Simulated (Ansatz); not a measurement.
The elements of this relaxed trial crystal are hidden behind letters.

```
lattice vectors (Å)
   3.2129    0.0000    0.0000
   0.0000    3.2129    0.0000
   0.0000    0.0000   13.5704
fractional positions
X 0.0000 0.0000 0.6630
X 0.5000 0.5000 0.8277
X 0.0000 0.0000 0.0000
X 0.5000 0.5000 0.1723
X 0.0000 0.0000 0.3370
Z 0.5000 0.5000 0.5000
Q 0.0000 0.0000 0.8331
Q 0.5000 0.5000 0.0000
Q 0.0000 0.0000 0.1669
Q 0.5000 0.5000 0.3514
Q 0.0000 0.0000 0.5000
Q 0.5000 0.5000 0.6486
```

These are results of DFT PBE, scalar-relativistic, plane waves, PAW (Ansatz), not measurements. Plane waves to 420 eV, a 12×12×4 mesh through Γ for the 12-atom cell and 0.10 eV Gaussian smearing; no spin polarisation.

| Quantity | Value |
| --- | --- |
| Space group | P4/mmm (No. 123) |
| Conventional cell | a = 3.213 Å, c = 13.570 Å |
| Volume per atom | 11.67 Å³ |
| Density | 6.72 g/cm³ |
| Formation energy | −1.55 eV/atom |
| Gap on the 12×12×4 mesh of the 12-atom cell | 0 eV (a metal) |

Energies are uncorrected and count from the elements' standard states at the same level.

Problem. X is a d-block element of period 5, Z is a p-block element of period 3 and Q is a p-block element of period 2. Which elements are they?

Solution. X = Zr, Z = Al, Q = N, so the formula is Zr5AlN6. Density times volume gives a mean mass of 6.72 × 11.67/1.6605 = 47.2 u per atom, and this set has 47.3 u. Zr on a site of symmetry 4mm has 6 N at 2.21–2.31 Å, 4 Al at 3.17 Å and 8 Zr at 3.19–3.21 Å; Al is surrounded by 2 N at 2.02 Å, 4 N at 2.27 Å and 8 Zr at 3.17 Å; around N on a site of symmetry 4mm lie 6 Zr at 2.26–2.31 Å; 5 more sites not described. Other sets within the hints have nearly the same mass, so mass alone doesn't settle it; this one was computed.

Symmetry constrained the relaxation, so the result can be a saddle point.
